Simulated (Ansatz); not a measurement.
Here is the system:

Relaxed AlNi (CsCl type):

```yaml
crystal:
  lattice:
    - [2.86332, 0.00000, 0.00000]
    - [0.00000, 2.86332, 0.00000]
    - [0.00000, 0.00000, 2.86332]
  atoms:
    - { symbol: Al, position: [0.00000, 0.00000, 0.00000] }
    - { symbol: Ni, position: [0.50000, 0.50000, 0.50000] }
```

Two-dimensional scan of atom 2 (Ni, nearest neighbour Al at 2.480 Å; its periodic images, 2.9 Å or more away, move with it): u runs along (0.707, 0.707, 0.000), v along (0.000, 0.000, 1.000) (Cartesian). Cell and other atoms are fixed.

Calculation: r2SCAN (plane waves to 500 eV, PAW, scalar-relativistic; Ansatz, an electronic-structure program). k mesh 13×13×13 (Γ-centred), Fermi-Dirac smearing 0.05 eV. The energy includes the smearing's −TS. With partly filled bands, energies and forces of such displacements shift with the k mesh and the smearing. AlNi is run without spin polarisation. AlNi was relaxed with its symmetry unable to fall. The PAW data are Ansatz's earlier set. ΔE is measured from the undisplaced structure. Axes are in Å.

The scan covers u from -0.370 to 0.370 Å in 7 points and v from -0.370 to 0.370 Å in 7 points.

Q: Is the undisplaced position a minimum, a maximum or a saddle of this map?

A: A minimum.

Q: What are the two principal curvatures of the energy at the centre?

A: 6.5 eV/Å², isotropic.

(For displaced atoms, the force is minus the slope of the energy, and its curvature is a force constant, which sets phonon frequencies.)
